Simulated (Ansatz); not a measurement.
Computed properties of Cs

Cs:
```xyz
2
Lattice="5.5467 0.0000 0.0000 -2.7734 4.8036 0.0000 0.0000 0.0000 9.2150" Properties=species:S:1:pos:R:3 pbc="T T T"
Cs     0.0000     3.2024     2.3038
Cs     2.7734     1.6012     6.9113
```

Space group P6_3/mmc (No. 194), hcp (Mg type); conventional cell a = b = 5.547 Å, c = 9.215 Å, α = β = 90.00°, γ = 120.00°.

Method: plane-wave PAW r²SCAN+D4 (Ansatz code). Structure relaxed to zero pressure with the same functional. Other levels are named where they apply.

Cell and energy:

| Item | Result |
|---|---|
| Volume per atom | 122.76 Å³ |
| Density | 1.80 g/cm³ |

Electronic structure:

| Item | Result |
|---|---|
| Electronic character | metallic (no gap) |
| Density of states at the Fermi level | 1.3 states/eV per atom (mean over ±0.08 eV) |

The first step of the workflow began from a Materials Project structure, measured or hypothetical; the Crystallography Open Database copy checked does not list it. It is not the phase usual at ambient conditions (space group No. 229). The cell was relaxed with r²SCAN+D4 under the symmetry of its start; its stability against distortions is not shown here. The pairwise dispersion correction was not fitted to metals. Axis ratios of metals converge slowly with the k-mesh, so a and c are less sure than the volume. Spin–orbit coupling is left out wherever it is not named.

Potentials: the later of the program's two PAW sets.
